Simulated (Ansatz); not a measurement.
SiNi2 in space group Pnma (No. 62; Si on 4c, Ni on 4c, Ni on 4c) at seven volumes, the program Ansatz at the r²SCAN level (PAW), shape and atoms relaxed at each. One row is withheld.

```json
[
 {"V (Å³/atom)": "9.714", "P (GPa)": "25.20"},
 {"V (Å³/atom)": "10.034", "P (GPa)": "15.20"},
 {"V (Å³/atom)": "10.355", "P (GPa)": "6.88"},
 {"V (Å³/atom)": "10.675", "P (GPa)": "0.00"},
 {"V (Å³/atom)": "10.995", "P (GPa)": "-5.74"},
 {"V (Å³/atom)": "11.315", "P (GPa)": "?"},
 {"V (Å³/atom)": "11.636", "P (GPa)": "-14.05"}
]
```

Problem. Fit the shown pressures and predict the withheld one.

Solution. P = (3/2)B₀(x^(7/2) − x^(5/2))[1 + (3/4)(B′ − 4)(x − 1)] with x = (V₀/V)^(2/3). Least squares on the six rows gives V₀ = 10.675 Å³/atom, B₀ = 207 GPa, B′ = 5.46. At V = 11.315, x = 0.9619 and P = -10.28 GPa. The run itself gave -10.43 GPa.

The r²SCAN relaxation kept the symmetry of its start; of distortions, only those at the zone centre were tested. No spin polarisation was allowed.

Potentials: the earlier of the program's two PAW sets.
